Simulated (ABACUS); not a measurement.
Band structure of CaP (P-62m, 12 atoms in the cell; from Materials Project mp-1345).

```
CaP
1.0
    7.65361     0.00000     0.00000
   -3.82680     6.62822     0.00000
    0.00000     0.00000     5.72148
Ca P
6 6
Direct
  0.00000   0.64260   0.50000
  0.64260   0.00000   0.50000
  0.35740   0.35740   0.50000
  0.00000   0.30822   0.00000
  0.30822   0.00000   0.00000
  0.69178   0.69178   0.00000
  0.66667   0.33333   0.20045
  0.66667   0.33333   0.79955
  0.33333   0.66667   0.20045
  0.33333   0.66667   0.79955
  0.00000   0.00000   0.69531
  0.00000   0.00000   0.30469
```

Computed with LDA (PW92), PseudoDojo 0.4 standard norm-conserving LDA (tails mended) pseudopotentials (plane waves; ABACUS).

Settings: KPT = MP 3 3 3 0 0 0; basis_type = pw; dft_functional = PWLDA; ecutwfc = 72 Ry; smearing_method = fd; smearing_sigma = 0.000734986 Ry; potentials = PseudoDojo 0.4 standard norm-conserving LDA (tails mended); symmetry = 1; symmetry_prec = 1e-05; ks_solver = dav; scf_nmax = 100; scf_thr = 1.0e-09 Ry; mixing_type = broyden.

The structure comes from a collection of computed structures, made at another level of theory; the collection holds predicted forms beside known ones.

Problem. Predict the gap along the standard path and the places of the band edges.

Solution. The gap along the path is 0.25 eV, from Γ to A; the smallest direct gap on it is 0.97 eV.

Points are given in units of this cell's reciprocal vectors. Levels in eV from the top of the valence band on the path, bands 42 to 49:
```
point                   42     43     44     45    46    47    48    49
-------------------  -----  -----  -----  -----  ----  ----  ----  ----
Γ (0 0 0)            -1.23  -1.23   0.00   0.00  1.00  1.31  1.31  1.47
M (0.5 0 0)          -0.91  -0.90  -0.71  -0.68  0.42  0.81  0.92  2.29
K (0.333 0.333 0)    -1.06  -0.80  -0.76  -0.76  0.55  0.70  0.70  2.37
A (0 0 0.5)          -1.39  -1.39  -1.06  -1.06  0.25  0.63  0.88  2.24
L (0.5 0 0.5)        -1.34  -1.29  -1.22  -1.04  0.48  0.59  0.59  1.93
H (0.333 0.333 0.5)  -1.37  -1.26  -1.26  -0.92  0.53  0.53  0.59  1.98
```

“Tails mended”: in these copies of the files the far tail of each local potential was reset to the Coulomb form.
